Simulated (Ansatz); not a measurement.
# SiC with carbon replacing Si: which input changes reach the field gradients?

Cell: a supercell of SiC (wurtzite type, P6_3mc) built from a structure deposited in the COD, with all atoms left at the host's positions.

```xyz
48
Lattice="6.1520 0.0000 0.0000 -4.6140 7.9917 0.0000 0.0000 0.0000 10.0960" Properties=species:S:1:pos:R:3 pbc="T T T"
C     0.0000    1.7759    0.0000
Si    0.0000    1.7759    5.0480
Si   -1.5380    4.4398    0.0000
Si   -1.5380    4.4398    5.0480
Si   -3.0760    7.1037    0.0000
Si   -3.0760    7.1037    5.0480
Si    3.0760    1.7759    0.0000
Si    3.0760    1.7759    5.0480
Si    1.5380    4.4398    0.0000
Si    1.5380    4.4398    5.0480
Si    0.0000    7.1037    0.0000
Si    0.0000    7.1037    5.0480
Si    1.5380    0.8880    2.5240
Si    1.5380    0.8880    7.5720
Si    0.0000    3.5519    2.5240
Si    0.0000    3.5519    7.5720
Si   -1.5380    6.2158    2.5240
Si   -1.5380    6.2158    7.5720
Si    4.6140    0.8880    2.5240
Si    4.6140    0.8880    7.5720
Si    3.0760    3.5519    2.5240
Si    3.0760    3.5519    7.5720
Si    1.5380    6.2158    2.5240
Si    1.5380    6.2158    7.5720
C     0.0000    1.7759    1.9435
C     0.0000    1.7759    6.9915
C    -1.5380    4.4398    1.9435
C    -1.5380    4.4398    6.9915
C    -3.0760    7.1037    1.9435
C    -3.0760    7.1037    6.9915
C     3.0760    1.7759    1.9435
C     3.0760    1.7759    6.9915
C     1.5380    4.4398    1.9435
C     1.5380    4.4398    6.9915
C     0.0000    7.1037    1.9435
C     0.0000    7.1037    6.9915
C     1.5380    0.8880    4.4675
C     1.5380    0.8880    9.5155
C     0.0000    3.5519    4.4675
C     0.0000    3.5519    9.5155
C    -1.5380    6.2158    4.4675
C    -1.5380    6.2158    9.5155
C     4.6140    0.8880    4.4675
C     4.6140    0.8880    9.5155
C     3.0760    3.5519    4.4675
C     3.0760    3.5519    9.5155
C     1.5380    6.2158    4.4675
C     1.5380    6.2158    9.5155
```

Atoms are numbered from 1 in the order listed; like atoms form one site, named after its first atom.

Reference run. All values are calculated (Ansatz; DFT, PBE, plane waves and PAW, scalar-relativistic, 420 eV cutoff, Γ-centred 4×3×2 k-points, Fermi–Dirac smearing 0.01 eV), not measured.

It gives V_zz (10²¹ V/m²) C25 3.48 (η 0.00), Si7 1.89 (η 0.29), among others. Each of these runs changes the input as listed (caps on SCF iterations aside):

A. basis.ecutrho_ratio: not typed → 9; scf.n_extra_bands: not typed → 8; scf.occupations.width: 0.01 → 0.3
B. basis.xc_grid: not typed → 4

Question: How does each run end, and how far do the gradients move?

Answer: 

| run | C25 V_zz (η) | Si7 V_zz (η) | largest change of a gradient tensor, all atoms | note |
| --- | --- | --- | --- | --- |
| A | 3.46 (0.00) | 1.91 (0.29) | 0.03 | converged |
| B | 3.48 (0.00) | 1.89 (0.29) | 0.00 | converged |

Run A moves them most, on C40 (V_zz from 3.41 to 3.38).

Run A changes basis.ecutrho_ratio, scf.n_extra_bands, scf.occupations together, so the table can't tell their shares apart.

On the reference run: Forces reach 0.8 eV/Å even beyond 5.5 Å from the defect, so the host's positions may themselves be off equilibrium. The defect repeats with the cell of 48 atoms, so it feels its images: sites between two images don't show the values beside a lone defect, and zeros or small values of η there can come from the images' arrangement. C and Si carry a gradient in the pure host already, so the values there aren't the defect's effect alone. The neighbours have not yet relaxed around the defect (largest force 2.7 eV/Å), so a real crystal will differ.
